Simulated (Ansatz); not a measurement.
Values for one crystal, relaxed and computed with DFT-PBE in the program Ansatz with PAW potentials; other levels are named.

Volume per atom: 11.01 Å³
Electronic character: metallic (no gap)
Formation energy from the elements (no fitted shifts): 0.20 eV/atom
Density of states at the Fermi level: 1.4 states/eV per atom (mean over ±0.08 eV)
Bulk modulus (Birch–Murnaghan fit): 214 GPa
Pressure derivative B′: 4.9

Question: Which compound is it?
(A) Si6BAs, I-42m (B on 2a, Si on 8i, Si on 4d, As on 2b)
(B) Co3BIr, Pm-3m (Co on 3c, Ir on 1a, B on 1b)
(C) IrC, zinc blende
(D) TiB2, P6/mmm (Ti on 1a, B on 2d)

Answer: B, Co3BIr, Pm-3m (Co on 3c, Ir on 1a, B on 1b)

The start of the workflow was typed in or built on a structure type; neither database checked (COD, Materials Project) lists it. Whether it is the stable phase at ambient conditions was not checked. The cell was relaxed with PBE under the symmetry of its start; its stability against distortions is not shown here. Spin order of the final state: ferromagnetic, chosen from 5 collinear starts compared on coarse meshes (ties went to the first, and starts can fall back to one state), not a proven ground state. Its formation energy is positive at this level, so the cell may be metastable or incomplete. The references are the lowest solids computed at this level, not always the standard phases. Scalar-relativistic: spin–orbit coupling is off unless named, which matters more the heavier the elements.

Potentials: the earlier of the program's two PAW sets.
